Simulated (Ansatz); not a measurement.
## What DFT gives for RbSbCl₃

```
Rb Cl Sb
1.0
     7.35049    0.00000    0.00000
    -3.67524    6.36571    0.00000
     0.00000    0.00000    6.23921
Rb Cl Sb
2 6 2
Direct
  0.33330 0.66670 0.75000
  0.66660 0.33330 0.25000
  0.16400 0.32800 0.25000
  0.83600 0.16400 0.75000
  0.67200 0.83600 0.25000
  0.83600 0.67200 0.75000
  0.16400 0.83600 0.25000
  0.32800 0.16400 0.75000
  0.00000 0.00000 0.00000
  0.00000 0.00000 0.50000
```

The numbers come from plane-wave PAW DFT (Ansatz): m-r2SCAN, no spin polarisation, 500 eV, 6×6×6 Γ-centred k points, fermi-dirac occupations (width 0.1 eV). Nothing was relaxed.

**Question.** What do density and ELF say about some of the short contacts?

**Answer.** Cl–Sb at 2.61 Å: least valence density 0.39 e/Å³ and ELF 0.34 there. Rb–Cl at 3.67 Å: least valence density 0.04 e/Å³ and ELF 0.01 there, so no covalent bond. Both are smooth PAW fields, read partly inside the augmentation spheres.

**Question.** Which atom feels the largest force, and which way?

**Answer.** The largest is on Cl3 (and as large on other atoms): 3.18 eV/Å, components (0.00, 3.18, 0.00). It makes 143° with the line to a nearest neighbour, Sb9 at 2.61 Å, pointing away from it.

**Question.** What does the stress say?

**Answer.** The pressure is 9.0 GPa (compression positive), so with the atoms held at these fractions the cell would first expand; the forces are large, so a full relaxation may end otherwise. The principal stresses 5.8, 10.7, 10.7 GPa differ, so its shape would change too.

**Question.** Is there a gap?

**Answer.** It is a metal, with about 4.4 states/eV a cell as the mean within 0.25 eV of the Fermi level, mostly Sb p (58 %) and Cl p (24 %).

**Question.** Which element gives electrons and which takes them?

**Answer.** Bader charges in e: Rb +0.88, Sb +1.27, Cl -0.72. In the mean Sb gives up most and Cl takes most.

**Question.** What is the formation energy?

**Answer.** -0.86 eV an atom against the elements' usual phases (free molecules for gases, crystals otherwise, with no correction for O₂ or N₂), so it is bound against them; other compounds may still compete. Relaxing would lower it.

Origin: a known structure type with other elements, at an estimated volume, so it need not be a known compound. Caveats: many states at the Fermi level without spin polarisation, so a magnetic state may lie lower; atoms or cell far from equilibrium; m-r2SCAN is r2SCAN with a changed spin dependence that lowers moments.
